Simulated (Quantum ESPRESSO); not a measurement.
# Mg2AlS3F: one run as intended and one with a planted mistake

Simulated, not a measurement. The program is pw.x of Quantum ESPRESSO 7.5 (plane-wave density functional theory). The cell is made up: 7 atoms on a zincblende/diamond lattice with one site empty, with randomly drawn elements, strain and displacements, not relaxed. PseudoDojo standard norm-conserving files (v0.5 for PBE, v0.4.1 for LDA and PBEsol) set the functional; there is no spin polarisation, spin-orbit coupling or dispersion term, and the masses in the input are unused placeholders.

Intended input:

```
&control calculation='scf', pseudo_dir='./dojo.nc.sr.pbe.v0_5.standard.upf', outdir='./o', disk_io='medium', tprnfor=.true., tstress=.true. /
&system ibrav=0, nat=7, ntyp=4, nbnd=30, ecutwfc=84.00895049, nosym=.true., tot_charge=0,
 occupations='smearing', smearing='fd', degauss=0.0018374661
/
&electrons conv_thr=7.350e-09, electron_maxstep=60, /
ATOMIC_SPECIES
Al 1.0 Al.upf
F 1.0 F.upf
Mg 1.0 Mg.upf
S 1.0 S.upf
CELL_PARAMETERS angstrom
5.4915 -0.0278 -0.0143
-0.0278 5.4003 -0.0777
-0.0143 -0.0777 5.3942
ATOMIC_POSITIONS angstrom
Mg 0.0681 0.0488 0.1066
Mg 2.7764 0.0512 2.6769
Al 2.781 2.6506 -0.0399
S 1.4316 1.3436 1.3696
S 1.3274 3.993 4.0669
F 4.1622 1.3181 3.9961
S 4.021 4.0086 1.3313
K_POINTS automatic
4 4 4 1 1 1
```

The log is shortened where brackets say so; the opening notice, blank lines, dates and the lines on written files are dropped, and the path of the files is cut. It prints rydbergs, bohrs and kilobars, and counts compression as positive stress. Where no state is partly filled, the Fermi energy that it prints is only some level between the filled and the empty states on the mesh, and need not lie in the true gap.

Log of the intended run:

```
     Program PWSCF v.7.5
     Parallel version (MPI & OpenMP), running on       1 processor cores
     Number of MPI processes:                 1
     Threads/MPI process:                     1
     [start-up lines left out]
     bravais-lattice index     =            0
     lattice parameter (alat)  =      10.3776  a.u.
     unit-cell volume          =    1079.2648 (a.u.)^3
     number of atoms/cell      =            7
     number of atomic types    =            4
     number of electrons       =        48.00
     number of Kohn-Sham states=           30
     kinetic-energy cutoff     =      84.0090  Ry
     charge density cutoff     =     336.0358  Ry
     scf convergence threshold =      7.3E-09
     mixing beta               =       0.7000
     number of iterations used =            8  plain     mixing
     Exchange-correlation= PBE
                           (   1   4   3   4   0   0   0)
     [axes and pseudopotential details left out]
   Cartesian axes
     site n.     atom                  positions (alat units)
         1        Mg     tau(   1) = (   0.0124008   0.0088863   0.0194115  )
         2        Mg     tau(   2) = (   0.5055732   0.0093233   0.4874545  )
         3        Al     tau(   3) = (   0.5064108   0.4826654  -0.0072657  )
         4        S      tau(   4) = (   0.2606896   0.2446651   0.2493996  )
         5        S      tau(   5) = (   0.2417151   0.7271120   0.7405689  )
         6        F      tau(   6) = (   0.7579227   0.2400216   0.7276765  )
         7        S      tau(   7) = (   0.7322107   0.7299527   0.2424253  )
     number of k points=    32  Fermi-Dirac smearing, width (Ry)=  0.0018
                       cart. coord. in units 2pi/alat
        k(    1) = (   0.1259953   0.1296243   0.1294580), wk =   0.0625000
        k(    2) = (   0.1266768   0.1332906   0.3840262), wk =   0.0625000
     [further k points left out]
     Dense  grid:   112349 G-vectors     FFT dimensions: (  64,  60,  60)
     Estimated max dynamical RAM per process >     132.66 MB
     Initial potential from superposition of free atoms
     starting charge      47.9958, renormalised to      48.0000
     Starting wfcs are   30 randomized atomic wfcs
     total cpu time spent up to now is       10.9 secs
     per-process dynamical memory:    94.4 Mb
     Self-consistent Calculation
     iteration #  1     ecut=    84.01 Ry     beta= 0.70
     Davidson diagonalization with overlap
     ethr =  1.00E-02,  avg # of iterations =  5.2
     total cpu time spent up to now is       39.1 secs
     total energy              =    -357.83637120 Ry
     estimated scf accuracy    <       0.65594095 Ry
     iteration #  2     ecut=    84.01 Ry     beta= 0.70
     Davidson diagonalization with overlap
     ethr =  1.37E-03,  avg # of iterations =  2.0
     total cpu time spent up to now is       60.9 secs
     total energy              =    -357.97907312 Ry
     estimated scf accuracy    <       0.45092528 Ry
     [iterations 3 to 8 left out]
     iteration #  9     ecut=    84.01 Ry     beta= 0.70
     Davidson diagonalization with overlap
     ethr =  6.51E-10,  avg # of iterations =  2.0
     total cpu time spent up to now is      213.2 secs
     total energy              =    -358.08595672 Ry
     estimated scf accuracy    <       0.00000006 Ry
     iteration # 10     ecut=    84.01 Ry     beta= 0.70
     Davidson diagonalization with overlap
     ethr =  1.26E-10,  avg # of iterations =  2.0
     total cpu time spent up to now is      234.4 secs
     End of self-consistent calculation
     [lines on levels left out]
     the Fermi energy is     4.0617 ev
!    total energy              =    -358.08595673 Ry
     estimated scf accuracy    <          4.3E-09 Ry
     smearing contrib. (-TS)   =      -0.00000000 Ry
     internal energy E=F+TS    =    -358.08595673 Ry
     The total energy is F=E-TS. E is the sum of the following terms:
     one-electron contribution =    -263.38919044 Ry
     hartree contribution      =     137.90473715 Ry
     xc contribution           =     -63.83425131 Ry
     ewald contribution        =    -168.76725214 Ry
     convergence has been achieved in  10 iterations
     Forces acting on atoms (cartesian axes, Ry/au):
     atom    1 type  3   force =    -0.04088553   -0.01510120   -0.02468406
     atom    2 type  3   force =     0.01253899   -0.00832441    0.05580203
     atom    3 type  1   force =    -0.02340928    0.03283097    0.00093014
     atom    4 type  4   force =     0.02588204    0.08274314   -0.02426811
     atom    5 type  4   force =     0.05070459   -0.04449330   -0.01403108
     atom    6 type  2   force =    -0.05345493   -0.00630438    0.04487468
     atom    7 type  4   force =     0.02862413   -0.04135081   -0.03862360
     Total force =     0.171058     Total SCF correction =     0.000118
     Computing stress (Cartesian axis) and pressure
          total   stress  (Ry/bohr**3)                   (kbar)     P=      -18.14
  -0.00010858  -0.00004520   0.00005075          -15.97       -6.65        7.47
  -0.00004520  -0.00017097   0.00014967           -6.65      -25.15       22.02
   0.00005075   0.00014967  -0.00009046            7.47       22.02      -13.31
     init_run     :     10.43s CPU     10.72s WALL (       1 calls)
     electrons    :    211.19s CPU    223.55s WALL (       1 calls)
     forces       :      2.79s CPU      2.84s WALL (       1 calls)
     stress       :     10.34s CPU     10.42s WALL (       1 calls)
     [timing details left out]
     PWSCF        :   3m54.96s CPU   4m 7.92s WALL
     JOB DONE.
```

A second run has one planted mistake: the files are those of another functional. The input lines that differ, file-writing options aside:

```
- &control calculation='scf', pseudo_dir='./dojo.nc.sr.pbe.v0_5.standard.upf', outdir='./o', disk_io='medium', tprnfor=.true., tstress=.true. /
+ &control calculation='scf', pseudo_dir='./dojo.nc.sr.pbesol.v0_4_1.standard.upf', outdir='./o', disk_io='medium', tprnfor=.true., tstress=.true. /
```

Its log:

```
     Program PWSCF v.7.5
     Parallel version (MPI & OpenMP), running on       1 processor cores
     Number of MPI processes:                 1
     Threads/MPI process:                     1
     [start-up lines left out]
     bravais-lattice index     =            0
     lattice parameter (alat)  =      10.3776  a.u.
     unit-cell volume          =    1079.2648 (a.u.)^3
     number of atoms/cell      =            7
     number of atomic types    =            4
     number of electrons       =        48.00
     number of Kohn-Sham states=           30
     kinetic-energy cutoff     =      84.0090  Ry
     charge density cutoff     =     336.0358  Ry
     scf convergence threshold =      7.3E-09
     mixing beta               =       0.7000
     number of iterations used =            8  plain     mixing
     Exchange-correlation= PBESOL
                           (   1   4  10   8   0   0   0)
     [axes and pseudopotential details left out]
   Cartesian axes
     site n.     atom                  positions (alat units)
         1        Mg     tau(   1) = (   0.0124008   0.0088863   0.0194115  )
         2        Mg     tau(   2) = (   0.5055732   0.0093233   0.4874545  )
         3        Al     tau(   3) = (   0.5064108   0.4826654  -0.0072657  )
         4        S      tau(   4) = (   0.2606896   0.2446651   0.2493996  )
         5        S      tau(   5) = (   0.2417151   0.7271120   0.7405689  )
         6        F      tau(   6) = (   0.7579227   0.2400216   0.7276765  )
         7        S      tau(   7) = (   0.7322107   0.7299527   0.2424253  )
     number of k points=    32  Fermi-Dirac smearing, width (Ry)=  0.0018
                       cart. coord. in units 2pi/alat
        k(    1) = (   0.1259953   0.1296243   0.1294580), wk =   0.0625000
        k(    2) = (   0.1266768   0.1332906   0.3840262), wk =   0.0625000
     [further k points left out]
     Dense  grid:   112349 G-vectors     FFT dimensions: (  64,  60,  60)
     Estimated max dynamical RAM per process >     132.66 MB
     Initial potential from superposition of free atoms
     starting charge      47.9960, renormalised to      48.0000
     Starting wfcs are   30 randomized atomic wfcs
     total cpu time spent up to now is       10.2 secs
     per-process dynamical memory:    94.4 Mb
     Self-consistent Calculation
     iteration #  1     ecut=    84.01 Ry     beta= 0.70
     Davidson diagonalization with overlap
     ethr =  1.00E-02,  avg # of iterations =  5.3
     total cpu time spent up to now is       44.3 secs
     total energy              =    -357.36538888 Ry
     estimated scf accuracy    <       0.60341417 Ry
     iteration #  2     ecut=    84.01 Ry     beta= 0.70
     Davidson diagonalization with overlap
     ethr =  1.26E-03,  avg # of iterations =  2.0
     total cpu time spent up to now is       73.1 secs
     total energy              =    -357.49435502 Ry
     estimated scf accuracy    <       0.42732938 Ry
     [iterations 3 to 8 left out]
     iteration #  9     ecut=    84.01 Ry     beta= 0.70
     Davidson diagonalization with overlap
     ethr =  4.94E-10,  avg # of iterations =  2.1
     total cpu time spent up to now is      236.5 secs
     total energy              =    -357.59510067 Ry
     estimated scf accuracy    <       0.00000005 Ry
     iteration # 10     ecut=    84.01 Ry     beta= 0.70
     Davidson diagonalization with overlap
     ethr =  1.08E-10,  avg # of iterations =  2.0
     total cpu time spent up to now is      259.8 secs
     End of self-consistent calculation
     [lines on levels left out]
     the Fermi energy is     3.9410 ev
!    total energy              =    -357.59510068 Ry
     estimated scf accuracy    <          3.2E-09 Ry
     smearing contrib. (-TS)   =      -0.00000000 Ry
     internal energy E=F+TS    =    -357.59510068 Ry
     The total energy is F=E-TS. E is the sum of the following terms:
     one-electron contribution =    -263.33280702 Ry
     hartree contribution      =     137.51576686 Ry
     xc contribution           =     -63.01080838 Ry
     ewald contribution        =    -168.76725214 Ry
     convergence has been achieved in  10 iterations
     Forces acting on atoms (cartesian axes, Ry/au):
     atom    1 type  3   force =    -0.04049841   -0.01451844   -0.02463543
     atom    2 type  3   force =     0.01295722   -0.00749468    0.05545382
     atom    3 type  1   force =    -0.02218865    0.03126544   -0.00007316
     atom    4 type  4   force =     0.02677141    0.08157505   -0.02480145
     atom    5 type  4   force =     0.05096206   -0.04408303   -0.01275702
     atom    6 type  2   force =    -0.05484300   -0.00576518    0.04563024
     atom    7 type  4   force =     0.02683937   -0.04097917   -0.03881701
     Total force =     0.170135     Total SCF correction =     0.000108
     Computing stress (Cartesian axis) and pressure
          total   stress  (Ry/bohr**3)                   (kbar)     P=      -31.93
  -0.00020100  -0.00004262   0.00005067          -29.57       -6.27        7.45
  -0.00004262  -0.00026587   0.00014308           -6.27      -39.11       21.05
   0.00005067   0.00014308  -0.00018433            7.45       21.05      -27.12
     init_run     :      9.81s CPU     10.06s WALL (       1 calls)
     electrons    :    237.48s CPU    249.57s WALL (       1 calls)
     forces       :      3.47s CPU      3.54s WALL (       1 calls)
     stress       :     13.13s CPU     13.22s WALL (       1 calls)
     [timing details left out]
     PWSCF        :   4m24.17s CPU   4m37.05s WALL
     JOB DONE.
```

|  | intended run | run with the mistake |
| --- | --- | --- |
| free energy (eV) | -4872.008 | -4865.329 |
| smearing term -TS (eV) | 0.0000 | 0.0000 |
| pressure (GPa) | -1.81 | -3.19 |
| largest force component (eV/Å) | 2.127 | 2.097 |
| largest change of a force component (eV/Å) |  | 0.046 |
| iterations | 10 | 10 |

For scale, a rerun of the intended cell at 1437 eV and a 6 x 6 x 6 mesh moved values by no more than 0.002 eV in energy, 0.02 GPa in stress and 0.003 eV/Å in force. Files of another functional have another zero of energy, so the energy change says nothing on stability.